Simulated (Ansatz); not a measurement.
Structure from Materials Project entry mp-11463 (possibly hypothetical), not relaxed further.

An input for LaHg2 and the output that it gave: DFT, r2SCAN, PAW with Ansatz's default frozen-core files, scalar-relativistic (Ansatz 0.2.0).

Command: `ansatz run input.yaml --threads 1 --pin off --max-ram 4096MiB --backend cpu --events-out ev --progress --plain --runs-dir out` The run took 59 s on 1 thread of Arm Neoverse V1 (shared host), peak memory 0.69 GiB.

```yaml
crystal:
  lattice:
    - [5.0648165732, 0.0, 0.0]
    - [-2.5324082866, 4.3862598179, 0.0]
    - [0.0, 0.0, 3.5561024115]
  atoms:
    - { symbol: La, position: [0.0, 0.0, 0.0] }
    - { symbol: Hg, position: [0.6666666667, 0.3333333333, 0.5] }
    - { symbol: Hg, position: [0.3333333333, 0.6666666667, 0.5] }
kpoints:
  mp_grid: { grid: [9, 9, 12] }
  band_path:
    path:
      - [0.0, 0.0, 0.0]
      - [0.5, 0.0, 0.0]
      - [0.3333333333, 0.3333333333, 0.0]
      - [0.0, 0.0, 0.0]
      - [0.0, 0.0, 0.5]
      - [0.5, 0.0, 0.5]
      - [0.3333333333, 0.3333333333, 0.5]
      - [0.0, 0.0, 0.5]
      - [0.5, 0.0, 0.5]
    npoints: 14
scf:
  occupations: { method: fermi_dirac, width: 0.05 }
hamiltonian:
  xc: r2scan
  pseudopotentials: { kind: paw }
output:
  forces: true
  stress: true
  eigenvalues: true
  efg: { contact_densities: true }
  populations: true
  bader: true
  dos: { projected: true, de: 0.2, e_range: [-14, 8] }
  write_density: true
  write_potential: true
  elf: true
  volumetric_format: npy
```

Output:

```
La: projections on atomic orbitals take those of the free atom [Kr 4d10] 4f0 5s2 5p6 5d1 6s2, of charge +0.00 (hamiltonian.pseudopotentials.projection_atoms); the dataset's partial waves leave at most 1.9e-5 of an orbital's norm unspanned inside its sphere
La, Hg: output.efg is read without spin–orbit coupling, which moves field gradients at and beside such atoms by some per cent and up to a factor of two; PAW files take it under magnetization.noncollinear and magnetization.spin_orbit
Engine: ansatz 0.2.0
Pseudopotentials: kind: paw
Pseudopotential: La, paw, valence charge 11, recommended cutoff 500 eV (meta_gga)
Pseudopotential: Hg, paw, valence charge 20, recommended cutoff 500 eV (meta_gga)
Functional definition: r2SCAN
  parameter k0 = 0.174
  parameter k1 = 0.065
  parameter a1 = 4.9479
  exchange = r2scan_x(k0 = k0, k1 = k1, a1 = a1)
  correlation = r2scan_c
Crystal: 3 atoms, lattice volume = 79.001 Å³
Basis set: ecut = 500 eV, 2035 PW (Γ), exchange–correlation on 160×160×108 points (64 copies of the dense FFT grid, shifted against one another)
Bands: 31, of which v1, the nominal top of the filled ones, is band 26 counted from 1 (25 counted from 0)
Symmetry: 24 space group operations
Space group: P6/mmm (ITA 191), of the structure as read, at distance tolerance 4.3e-5 Å
k-points: 84 of 972
Non-local potential: La, projectors of the file, l = 0: 3, l = 1: 2, l = 2: 2, l = 3: 3
Non-local potential: Hg, projectors of the file, l = 0: 3, l = 1: 2, l = 2: 2, l = 3: 1
PAW form: soft (Blöchl's): semilocal exchange-correlation on the pseudo side does not see the compensation charge
PAW frozen core: La, regenerated for the run's functional (the file was generated under x = pbe(κ = 0.804, μ = 0.2195149727645171), c = pbe(β = 0.06672455060314922))
PAW frozen core: Hg, regenerated for the run's functional (the file was generated under x = pbe(κ = 0.804, μ = 0.2195149727645171), c = pbe(β = 0.06672455060314922))
PAW one-centre angular grid: La, 974 points (default); XC on 160 Gauss nodes
PAW one-centre angular grid: Hg, 590 points (default); XC on 160 Gauss nodes
Initial density: superposition of atomic densities (neutral atoms: chi_scale 0, normalization atom), corrected by the library's trained network
Initial wavefunctions: pseudopotential atomic-orbital guess
Functional: x = r2scan, c = r2scan; τ floored in thin density (d = 2e-4 eV/Å³)
SCF iter   1: F=—  HF=-33922.042500 eV  |F-HF|=—  |Δ(HF+E_count)|=         —  Δρ=9.83e-3  dr2=1.98e-1  dr2_τ=1.41e-2  ethr=1.77e-3  ⟨swp⟩=5.2  Hψ=8949  notcnv=0
preconditioner: auto → Kerker (q_TF=auto, 2.536 Å⁻¹)  [metal: Δε(μ)=0.016 eV  Ē_g=10.507 eV  σ=0.050 eV  W_gap=0.08  n_scr=26 (ndim 8)  ℏωp=24.0 eV  f_vac=0.000  D(μ)=2.29/eV (n_scr^D=20)]
SCF iter   2: F=—  HF=-33922.082143 eV  |F-HF|=—  |Δ(HF+E_count)|=   3.96e-2  Δρ=5.62e-3  dr2=8.25e-2  dr2_τ=1.23e-3  ethr=3.88e-4  ⟨swp⟩=3.6  Hψ=5284  notcnv=0  defer=20
SCF iter   3: F=—  HF=-33922.067089 eV  |F-HF|=—  |Δ(HF+E_count)|=   1.51e-2  Δρ=1.20e-3  dr2=1.25e-3  dr2_τ=2.95e-4  ethr=1.62e-4  ⟨swp⟩=4.4  Hψ=5196  notcnv=0  defer=22
SCF iter   4: F=—  HF=-33922.067707 eV  |F-HF|=—  |Δ(HF+E_count)|=   6.18e-4  Δρ=5.36e-4  dr2=6.08e-4  dr2_τ=8.43e-6  ethr=2.45e-6  ⟨swp⟩=2.1  Hψ=4923  notcnv=0  defer=15
SCF iter   5: F=—  HF=-33922.067676 eV  |F-HF|=—  |Δ(HF+E_count)|=   3.05e-5  Δρ=1.54e-4  dr2=2.31e-5  dr2_τ=1.63e-6  ethr=1.19e-6  ⟨swp⟩=2.0  Hψ=3961  notcnv=0  defer=15
SCF iter   6: F=—  HF=-33922.067701 eV  |F-HF|=—  |Δ(HF+E_count)|=   2.50e-5  Δρ=5.22e-5  dr2=5.08e-6  dr2_τ=1.29e-7  ethr=4.53e-8  ⟨swp⟩=2.0  Hψ=4115  notcnv=0  defer=15
SCF iter   7: F=—  HF=-33922.067702 eV  |F-HF|=—  |Δ(HF+E_count)|=   2.51e-7  Δρ=2.39e-5  dr2=9.93e-7  dr2_τ=7.41e-9  ethr=9.96e-9  ⟨swp⟩=2.0  Hψ=2851  notcnv=0  defer=15
SCF iter   8: F=—  HF=-33922.067702 eV  |F-HF|=—  |Δ(HF+E_count)|=   1.54e-7  Δρ=7.65e-6  dr2=1.03e-7  dr2_τ=7.82e-10  ethr=1.95e-9  ⟨swp⟩=2.0  Hψ=3953  notcnv=0  defer=15
SCF iter   9: F=-33922.067702 eV  HF=-33922.067702 eV  |F-HF|=9.46e-11  |Δ(HF+E_count)|=   1.35e-8  Δρ=1.10e-6  dr2=1.01e-9  dr2_τ=1.17e-10  ethr=1.96e-10  ⟨swp⟩=10.1  Hψ=17277  notcnv=0
SCF 1 converged in 9 iterations: F = -33922.067702 eV  dr2 = 1.01e-9
  greatest PAW one-centre occupation: 1.001 electrons in one spin orbital (limit 2), on the Hg atom at site 2 (counted from 0), in its partial waves of l = 0
NSCF: frozen V_eff on 113 k-points
SCF converged after 9 iterations
Free energy (F): -33922.067702 eV
Harris-Foulkes:  -33922.067702 eV  (|F-HF|=9.46e-11)
Internal energy: -33922.049354 eV  (E = F + TS)
E sigma→0 (E₀):  -33922.058528 eV
Entropy (-TS):   -0.018348 eV (-6.116 meV/atom)
Fermi energy:    14.591136 eV
--- Per-component energies (eV) ---
  E_band       = -867.782927
  E_kinetic    = 1399.703737
  E_local      = -6070.237809  (includes V_loc(G=0)·N_el)
  E_nonlocal   = 237.003180
  E_hartree    = 2620.035709
  E_xc         = -550.718437
  E_vxc        = -743.643205  (∫ρ·V_xc dr)
  E_paw        = -25377.494558  (= ΣΔE_a)
  E_vpaw       = -979.526241  (= ΣTr[D̂ρ^β])
  E_aug_tail   = 0.000746  (compensation charges beyond the density's cutoff)
  E_vtau       = 48.847566  (kinetic-family band-sum trace: ∫τ·v_τ [+ j·A + Jᵃ·Aᵃ] dr)
  E_ewald      = -6180.112578
  E_core_change = -0.229343  (= ΣΔE_core)
  E_smearing   = -0.018348  (= −TS)
  E_closure    = -0.000000  (closes the sum)
  Σ components = -33922.067702   (vs F -33922.067702, Δ=0.00e0)
--- Forces (eV/Å), atoms counted from 1 ---
  atom   1  La    -0.00000000    -0.00000000     0.00000000
  atom   2  Hg     0.00000000    -0.00000000     0.00000000
  atom   3  Hg     0.00000000     0.00000000    -0.00000000
  max |Σ_I F_I| component: 3.16e-30 eV/Å
--- Stress (GPa, compression-positive) ---
       -0.475096      -0.000000      -0.000000
        0.000000      -0.475096       0.000000
        0.000000       0.000000       0.598227
  P = ⅓ Tr σ = -0.1173 GPa (-1.173 kbar)
--- PAW observables at the nuclei: V_zz in 10²¹ V/m², potentials from the cell's mean, atoms counted from 1 ---
  atom   1  La V_zz =    +8.886929   η = 0.0000   by run symmetry: allowed
            electrostatic potential = -9878.491731 V   contact ρ = 2245802.624013 e/Å³
  atom   2  Hg V_zz =   +28.501154   η = 0.0000   by run symmetry: allowed
            electrostatic potential = -16795.202686 V   contact ρ = 14123397.786443 e/Å³
  atom   3  Hg V_zz =   +28.501154   η = 0.0000   by run symmetry: allowed
            electrostatic potential = -16795.202686 V   contact ρ = 14123397.786443 e/Å³
--- Band table (eV; the first three rows and the last of 84) ---
  k-point 0: bands = ["-103.3112", "-103.3077", "-51.1311", "-51.1311", "-51.0979", "-51.0892", "-51.0813", "-51.0813", "-19.8363", "-3.1368", "-3.1368", "-2.5739", "5.7454", "6.4154", "6.6104", "6.6104", "6.7567", "6.7567", "6.9139", "6.9883", "6.9883", "7.3665", "7.3665", "13.3999", "13.3999", "13.7761", "14.3047", "16.2047", "16.2047", "16.4918", "16.5231"]
  k-point 1: bands = ["-103.3112", "-103.3077", "-51.1311", "-51.1311", "-51.0983", "-51.0895", "-51.0812", "-51.0812", "-19.8281", "-3.1261", "-3.1261", "-2.6649", "5.7933", "6.5194", "6.6057", "6.6057", "6.7294", "6.7294", "6.9687", "6.9698", "6.9698", "7.3617", "7.3617", "13.5155", "13.5155", "13.8342", "14.4961", "16.1838", "16.1838", "16.4332", "16.5252"]
  k-point 2: bands = ["-103.3112", "-103.3076", "-51.1311", "-51.1311", "-51.0992", "-51.0904", "-51.0812", "-51.0812", "-19.8055", "-3.0966", "-3.0966", "-2.9043", "5.9035", "6.5718", "6.5718", "6.6791", "6.6791", "6.8425", "6.9201", "6.9201", "7.1212", "7.3471", "7.3471", "13.8452", "13.8452", "14.0147", "14.9498", "16.0972", "16.0972", "16.1514", "16.5309"]
  k-point 83: bands = ["-103.3094", "-103.3094", "-51.1353", "-51.1059", "-51.1059", "-51.0984", "-51.0984", "-51.0764", "-19.7091", "-3.7309", "-3.0190", "-3.0190", "6.0147", "6.1940", "6.3050", "6.3050", "6.8178", "6.8178", "7.3327", "7.5149", "7.5149", "7.9694", "9.9944", "9.9944", "14.0182", "14.0182", "14.9686", "16.2485", "16.2485", "16.3435", "16.4496"]
--- Löwdin populations: 3 sites ---
  site symbol       q [e]
     0     La     11.7029
     1     Hg     19.2254
     2     Hg     19.2254
  spilling = 0.016596 (of n_electrons = 51.000000)
--- Bader charges: 3 sites ---
  site symbol  charge [e]  shift [e]
     0     La      1.4193     0.0000
     1     Hg     -0.7097     0.0000
     2     Hg     -0.7097     0.0000
  estimated error of the sums over rays = 3.0e-4 e
```
